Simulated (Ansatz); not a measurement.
AlRu (rock salt, Fm-3m), the program Ansatz at the PBEsol level (PAW), all energies at zero smearing, with the estimated change up to a 700 eV cutoff added, with one set of potentials and settings (totals compare only within such a set). Cell of 2 atoms (1 Ru, 1 Al): -6340.654 eV.

| element | reference phase | E (eV/atom) |
|---|---|---|
| Ru | P6_3/mmc, 2 atoms in the cell | -5816.5470 |
| Al | Fm-3m, 1 atoms in the cell | -524.5512 |

Formation energy per atom, worked out: (-6340.654 − 1×(-5816.5470) − 1×(-524.5512))/2 = 0.222 eV/atom (21 kJ per mol of atoms), at 0 K, without zero-point energy or fitted corrections.

The start of the workflow was typed in or built on a structure type; neither database checked (COD, Materials Project) lists it. COD files the formula under space group No. 221. Whether it is the stable phase at ambient conditions was not checked. Symmetry was held in the PBEsol relaxation. At this level the phase is mechanically unstable. No spin polarisation was allowed. Its formation energy is positive at this level, so the cell may be metastable or incomplete. The references are the lowest solids computed at this level, not always the standard phases.

Potentials: the earlier of the program's two PAW sets. The files were generated under PBE; for other functionals the program regenerates the frozen cores, and for LDA and PBEsol the local potential too.
